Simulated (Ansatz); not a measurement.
Relaxation of a relaxed Si2W cell displaced along its unstable phonon at q = Γ (64i cm⁻¹), largest move 0.15 Å; 6 atoms in the cell, which starts as P-42₁m (No. 113), tP6; a = 6.5490 Å, b = 6.5490 Å, c = 2.7297 Å, α = 90.00°, β = 90.00°, γ = 90.00°. Calculation: PBE (plane waves to 420 eV, PAW, scalar-relativistic; Ansatz, a quantum-chemistry and plane-wave program). Γ-centred k-mesh 5×5×12 on the run's cell (coarser than for final values), Fermi–Dirac smearing 0.05 eV. This is the first round of the run. 

The optimiser's lines from the output (shortened; P is positive under compression):

```
relax step   1: F+E_penalty+E_count = -23312.60657244 eV  Δ(F+E_penalty+E_count) = +0.000e0 eV  max|allowed force component| = 2.181e-1 eV/Å  Δτ_max = 0.0000 Å  P = -0.461 GPa  Ω = 117.075 Å³  (8 SCF iters, dr2 threshold 1.00e-7 eV, accepted)
relax step   2: F+E_penalty+E_count = -23312.69250470 eV  Δ(F+E_penalty+E_count) = -8.593e-2 eV  max|allowed force component| = 2.005e-1 eV/Å  Δτ_max = 0.0856 Å  P = -0.380 GPa  Ω = 115.414 Å³  (6 SCF iters, dr2 threshold 6.00e-7 eV, accepted)
relax step   3: F+E_penalty+E_count = -23312.85743185 eV  Δ(F+E_penalty+E_count) = -1.649e-1 eV  max|allowed force component| = 2.624e-1 eV/Å  Δτ_max = 0.1104 Å  P = -1.150 GPa  Ω = 113.616 Å³  (6 SCF iters, dr2 threshold 6.00e-7 eV, accepted)
relax step   4: F+E_penalty+E_count = -23313.04946041 eV  Δ(F+E_penalty+E_count) = -1.920e-1 eV  max|allowed force component| = 4.770e-1 eV/Å  Δτ_max = 0.1956 Å  P = -1.838 GPa  Ω = 109.488 Å³  (6 SCF iters, dr2 threshold 6.00e-7 eV, accepted)
relax step   5: F+E_penalty+E_count = -23313.13542411 eV  Δ(F+E_penalty+E_count) = -8.596e-2 eV  max|allowed force component| = 2.063e-1 eV/Å  Δτ_max = 0.1158 Å  P = +2.168 GPa  Ω = 105.387 Å³  (6 SCF iters, dr2 threshold 6.00e-7 eV, accepted)
relax step   6: F+E_penalty+E_count = -23313.16365900 eV  Δ(F+E_penalty+E_count) = -2.823e-2 eV  max|allowed force component| = 1.738e-1 eV/Å  Δτ_max = 0.0894 Å  P = -0.405 GPa  Ω = 109.076 Å³  (6 SCF iters, dr2 threshold 6.00e-7 eV, accepted)
relax step   7: F+E_penalty+E_count = -23313.19356770 eV  Δ(F+E_penalty+E_count) = -2.991e-2 eV  max|allowed force component| = 5.909e-2 eV/Å  Δτ_max = 0.0413 Å  P = +0.320 GPa  Ω = 107.799 Å³  (6 SCF iters, dr2 threshold 6.00e-7 eV, accepted)
relax step   8: F+E_penalty+E_count = -23313.19255027 eV  Δ(F+E_penalty+E_count) = +1.017e-3 eV  max|allowed force component| = 1.150e-1 eV/Å  Δτ_max = 0.0239 Å  P = -1.132 GPa  Ω = 108.511 Å³  (6 SCF iters, dr2 threshold 6.00e-7 eV, rejected (line search))
relax step   9: F+E_penalty+E_count = -23313.19621027 eV  Δ(F+E_penalty+E_count) = -2.643e-3 eV  max|allowed force component| = 2.939e-2 eV/Å  Δτ_max = 0.0063 Å  P = +0.079 GPa  Ω = 107.884 Å³  (8 SCF iters, accepted)
relax step  10: F+E_penalty+E_count = -23313.19667415 eV  Δ(F+E_penalty+E_count) = -4.639e-4 eV  max|allowed force component| = 2.674e-3 eV/Å  Δτ_max = 0.0063 Å  P = -0.006 GPa  Ω = 107.843 Å³  (6 SCF iters, dr2 threshold 1.07e-7 eV, accepted)
relax step  11: F+E_penalty+E_count = -23313.19533341 eV  Δ(F+E_penalty+E_count) = +1.341e-3 eV  max|allowed force component| = 2.645e-3 eV/Å  Δτ_max = 0.0000 Å  P = -0.011 GPa  Ω = 107.843 Å³  stress off target by 1.49e-2 GPa  SCF on the basis re-selected at this cell (its energy is not comparable with the rows above)  (6 SCF iters)
```

From the first to the last row the energy changes by -0.10 eV/atom and the volume by -7.9 %. The last row is marked as not comparable with the walk above it, whose basis was carried along; it does compare with step 1, since both stand on a basis selected at the nominal cutoff for their own cell.

Step 8 was rejected by the optimiser.

Later rounds, restarted from the end of this one on a renewed k-mesh, logged 6 more steps and released under 0.01 eV/atom more. The final structure after all rounds: P4/nmm, origin choice 1 (No. 129), tP6; a = b = 6.276 Å, c = 2.747 Å, α = β = γ = 90.00°. Between re-selections the logged energies stand on a plane-wave basis carried along with the cell. No spin polarisation in the result.

The run could not lose the symmetry of its start, so the end can be a saddle point.

The relaxed structure here is a generated cell of Si2W: the first start was made by placing the elements on the sites of a structure type, and the end was not matched to a known phase here, so it may be hypothetical. Known forms of Si2W include space group No. 139.
